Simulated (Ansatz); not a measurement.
Input:

ZnCu2O4:
```cif
data_Cu8O16Zn4
_chemical_formula_sum 'Zn4 Cu8 O16'
_space_group_name_H-M_alt 'I41/amd :1'
_space_group_IT_number 141
_space_group_name_Hall 'I 4bw 2bw -1bw'
_cell_length_a 5.35083
_cell_length_b 5.35083
_cell_length_c 10.15450
_cell_angle_alpha 90.000
_cell_angle_beta 90.000
_cell_angle_gamma 90.000
loop_
_atom_site_label
_atom_site_type_symbol
_atom_site_symmetry_multiplicity
_atom_site_Wyckoff_symbol
_atom_site_fract_x
_atom_site_fract_y
_atom_site_fract_z
_atom_site_occupancy
Zn1 Zn 4 a 0.00000 0.00000 0.00000 1
Cu1 Cu 8 d 0.25000 0.00000 0.37500 1
O1 O 16 h 0.27149 0.00000 0.12520 1
```
(The calculation used a cell of 14 atoms; values per cell refer to that cell.)

This is the LDA-relaxed structure.

Task: All from plane-wave PAW LDA (Ansatz code), unless another level is named. Predict the highest zone-centre frequency (without LO–TO term).

Result: 703 cm⁻¹.

Task: Predict the bulk modulus (Birch–Murnaghan fit).

Result: 89.6 GPa.

Space group I4_1/amd. The workflow started from a Materials Project entry (that database holds measured and hypothetical structures alike); the Crystallography Open Database copy checked does not list it. Whether it is the stable phase at ambient conditions was not checked. The cell was relaxed with LDA under the symmetry of its start; of distortions, only those at the zone centre were tested. No spin polarisation was allowed. No Hubbard U is applied.

Potentials: the later of the program's two PAW sets.
